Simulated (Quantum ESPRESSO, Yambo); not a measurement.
## G0W0 results for MoS₂ monolayer at +3 % biaxial strain

```
CELL_PARAMETERS angstrom
      3.23522     0.00000     0.00000
     -1.61761     2.80179     0.00000
      0.00000     0.00000    16.10000
ATOMIC_POSITIONS crystal
  S  0.66667 0.33333 0.90514
  S  0.66667 0.33333 0.09486
  Mo 0.00000 0.00000 0.00000
```

The PBEsol cell relaxed from Materials Project entry mp-1434 was given a biaxial strain of +3 % in the plane, and the atoms were relaxed again, with the Coulomb interaction truncated along z.

Starting point: PBEsol (Quantum ESPRESSO, PseudoDojo norm-conserving, 80 Ry, no spin-orbit coupling). G0W0 in Yambo: 6×6×1 Γ-centred k mesh, bands 2 to 131 and a 8 Ry block in the screening, 131 bands in G with the Bruneval-Gonze terminator, plasmon pole fitted at 27.2 eV, slab-truncated Coulomb interaction, stochastic integration of W near q = 0.

| Quantity | Result |
|---|---|
| PBEsol gap along the band path | 1.16 eV |
| PBEsol gap between the mesh's edge points (Γ → K) | 1.16 eV |
| G0W0 gap between the same points | 2.05 eV |
| PBEsol smallest direct gap on the mesh (at K) | 1.48 eV |
| G0W0 direct gap at that point | 2.24 eV |

```
k point  band  E PBEsol (eV)  E QP (eV)  shift (eV)     Z
-------  ----  -------------  ---------  ----------  ----
Γ          VB           0.00      -0.22       -0.22  0.73
Γ          CB           2.42       2.94        0.52  0.73
M          VB          -0.84      -1.16       -0.32  0.74
M          CB           1.81       2.55        0.74  0.72
K          VB          -0.32      -0.41       -0.10  0.73
K          CB           1.16       1.83        0.67  0.73
```

Energies count from the PBEsol valence-band maximum.

Convergence of the G0W0 settings was not tested.

Spin-orbit splittings are left out.
